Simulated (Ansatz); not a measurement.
HgTe (zinc blende)

```
CELL_PARAMETERS angstrom
      0.00000     3.28640     3.28640
      3.28640     0.00000     3.28640
      3.28640     3.28640     0.00000
ATOMIC_POSITIONS crystal
  Te 0.75000 0.75000 0.75000
  Hg 0.00000 0.00000 0.00000
```

E(V) scan at fixed shape, V₀ the volume above. Symmetry pins the atoms to their sites.

All values below come from r2SCAN (plane waves to 500 eV, PAW, scalar-relativistic; Ansatz, a quantum-chemistry and plane-wave program). k mesh 12×12×12 (Γ-centred), Fermi-Dirac smearing 0.05 eV. The energy includes the smearing's −TS. Compression counts positive. At this level the bands of HgTe touch or barely overlap. HgTe was relaxed with its symmetry unable to fall. Spin-orbit coupling is left out, though Hg and Te are heavy. ΔE is measured from the relaxed starting cell. The last digit holds for this mesh only.

```
V (Å³/atom)  ΔE (meV/atom)
-----------  -------------
31.945                55.0
32.655                33.7
33.365                18.1
34.075                 7.7
34.785                 1.9
35.495                 0.0
36.204                 1.7
36.914                 6.6
37.624            withheld
38.334                24.3
39.044                36.6
```

Task: Fit a third-order Birch-Murnaghan form (E₀, V₀, B₀, B₀′ free) to the given rows and predict ΔE at V = 37.624.

Result: Least squares on the 10 given rows: ΔE = E₀ + (9V₀B₀/16)·y²·[2 + (B₀′ − 4)y], y = (V₀/V)^(2/3) − 1, with V₀ = 35.494 Å³/atom, B₀ = 40.08 GPa (160.2 GPa = 1 eV/Å³; the term in eV is multiplied by 1000), B₀′ = 5.11, E₀ = 0.01 meV/atom; root-mean-square residual 0.02 meV/atom. At 37.624 the fit gives 14.2 meV/atom; the calculation gives 14.2 meV/atom, the same to the digits shown. For the pressure the fit gives -2.0 GPa against the computed -2.0 GPa.

(A scan under strain: stresses follow from slopes of the energy per volume, elastic moduli from its curvatures.)
